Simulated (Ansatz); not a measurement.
PbS:
```
CELL_PARAMETERS angstrom
      2.98637    -3.00431     0.00000
      2.98637     3.00431     0.00000
      0.00000     0.00000    32.00000
ATOMIC_POSITIONS crystal
  Pb 0.50784 0.99216 0.54506
  S  0.98222 0.51778 0.53790
  Pb 0.00784 0.49216 0.45494
  S  0.48222 0.01778 0.46210
```
Free-standing layer in the xy plane with vacuum along z and no interaction between images.

Relaxed with r²SCAN+D4. Special points in fractions of this cell's reciprocal vectors: Γ (0.000, 0.000, 0.000); X (-0.497, -0.497, 0.000); A1 (0.497, -0.503, 0.000); Y (0.500, -0.500, 0.000).

Task: List the band energies nearest the valence-band maximum at these points for r²SCAN+D4 (plane waves, PAW; program Ansatz).

Result: In eV from the valence-band maximum; about four levels below and three above (degenerate sets whole), none deeper than 8.9 eV; … stands for higher levels left out; points with the same levels are listed once.

```
k                    below        above
-  -----------------------  -----------
Γ  -2.54 -1.38 -1.37 -0.16  2.30 4.42 …
X  -2.74 -2.71 -1.48 -1.42  4.46 4.56 …
```

Space group Aem2. The layer was cut from a bulk entry of the Materials Project (measured or hypothetical); whether that bulk phase is the ambient one, and whether the layer has been isolated, was not checked. The r²SCAN+D4 relaxation kept the symmetry of its start; whether a distortion lowers the energy is not shown. Scalar-relativistic: spin–orbit coupling is off unless named, which matters more the heavier the elements.

Potentials: the later of the program's two PAW sets.
